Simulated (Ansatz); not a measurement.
Relaxed candidate structures of Ru:

**A**
```
CELL_PARAMETERS angstrom
     -3.43027     3.43027     1.77042
      3.43027    -3.43027     1.77042
      3.43027     3.43027    -1.77042
ATOMIC_POSITIONS crystal
  Ru 0.17263 0.17263 0.34526
  Ru 0.82737 0.17263 0.00000
  Ru 0.17263 0.82737 0.00000
  Ru 0.82737 0.82737 0.65474
```

**B**
```xyz
2
Lattice="0.0000 2.7080 2.7080 2.7080 0.0000 2.7080 2.7080 2.7080 0.0000" Properties=species:S:1:pos:R:3 pbc="T T T"
Ru     4.0620     4.0620     4.0620
Ru     2.7080     2.7080     2.7080
```

**C**
```xyz
2
Lattice="2.7058 0.0000 0.0000 -1.3529 2.3433 0.0000 0.0000 0.0000 4.2623" Properties=species:S:1:pos:R:3 pbc="T T T"
Ru     0.0000     1.5622     3.1967
Ru     1.3529     0.7811     1.0656
```

**D**
```
CELL_PARAMETERS angstrom
      2.69162     0.00000     0.00000
     -1.34581     2.33101     0.00000
      0.00000     0.00000     8.64638
ATOMIC_POSITIONS crystal
  Ru 0.00000 0.00000 0.00000
  Ru 0.00000 0.00000 0.50000
  Ru 0.33333 0.66667 0.25000
  Ru 0.66667 0.33333 0.75000
```

**E**
```xyz
1
Lattice="-1.5998 1.5998 1.3643 1.5998 -1.5998 1.3643 1.5998 1.5998 -1.3643" Properties=species:S:1:pos:R:3 pbc="T T T"
Ru     0.0000     0.0000     0.0000
```

**F**
```xyz
1
Lattice="-1.5164 1.5164 1.5164 1.5164 -1.5164 1.5164 1.5164 1.5164 -1.5164" Properties=species:S:1:pos:R:3 pbc="T T T"
Ru     0.0000     0.0000     0.0000
```

Problem. Rank these by energy per atom (lowest first), as r2SCAN (plane waves to 500 eV, PAW, scalar-relativistic; Ansatz, a quantum-chemistry and plane-wave program) gives it.

Solution. C (reference, the lowest of the structures calculated here), D (+0.09 eV/atom), E (+0.58 eV/atom), F (+0.65 eV/atom), B (+1.16 eV/atom), A (+1.30 eV/atom)

Probably no minimum, since a slightly shaken restart fell lower: I4/mmm, tI2, AFLOW prototype A_tI2_139_a (A_a) (by 0.58 eV/atom, to P6₃/mmc). 1 run with a doubtful electronic state, a coarser numerical grid, an end not at rest or a source that can't be used is left out. Each run could gain symmetry but not lose that of its start, so entries can be saddle points. From databases, or of a type measured for this composition: P6₃/mmc, hP2, hcp (Mg type); the others are generated cells (placed on structure types, drawn at random, substituted or restacked) that were not matched to a known phase here. Energies are at zero temperature and pressure, without zero-point motion. No spin polarisation in the result.
